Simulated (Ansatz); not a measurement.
Relaxed-ion elastic tensor of Ti3AlC (anti-perovskite, space group No. 221) in GPa (Voigt order), LDA (plane waves, PAW; program Ansatz); density 4.38 g/cm³, 13.84 Å³ per atom.

```
 355  80.9  80.9   0.0   0.0   0.0
80.9   355  80.9   0.0   0.0   0.0
80.9  80.9   355   0.0   0.0   0.0
 0.0   0.0   0.0  89.7   0.0   0.0
 0.0   0.0   0.0   0.0  89.7   0.0
 0.0   0.0   0.0   0.0   0.0  89.7
```

Problem. Is the crystal mechanically stable?

Solution. Yes: the smallest eigenvalue of C is 89.7 GPa.

Problem. Work out the Voigt, Reuss and Hill averages.

Solution. K_V = 172, K_R = 172, K_H = 172; G_V = 109, G_R = 104, G_H = 106 GPa.

Problem. Give Young's modulus, Poisson's ratio, Pugh's ratio and the universal anisotropy index.

Solution. E = 9KG/(3K + G) = 265 GPa; ν = 0.24; K/G = 1.62 (brittle by the Pugh limit of 1.75); A_U = 5G_V/G_R + K_V/K_R − 6 = 0.22.

Problem. Estimate the sound speeds and the Debye temperature.

Solution. v_l = √((K + 4G/3)/ρ) = 8460 m/s, v_t = √(G/ρ) = 4930 m/s, mean 5460 m/s; Θ = (h/k)(3n/4πV)^(1/3) v_m = 678 K.

Problem. Give the Zener ratio and Young's modulus along [100], [110] and [111].

Solution. A = 2C44/(C11 − C12) = 0.66; 1/E = S11 − 2(S11 − S12 − S44/2)Γ with Γ = 0, 1/4, 1/3 gives 325, 247, 229 GPa.

Space group Pm-3m (anti-perovskite). The workflow started from a Materials Project entry (that database holds measured and hypothetical structures alike); the Crystallography Open Database copy checked does not list it. Whether it is the stable phase at ambient conditions was not checked. The LDA relaxation kept the symmetry of its start; its stability against distortions is not shown here. The run is not spin-polarised. As this level gives no gap, shear constants depend on the k-mesh and smearing (Fermi–Dirac, 0.1 eV here).

Potentials: the earlier of the program's two PAW sets. The files were generated under PBE; for other functionals the program regenerates the frozen cores, and for LDA and PBEsol the local potential too.
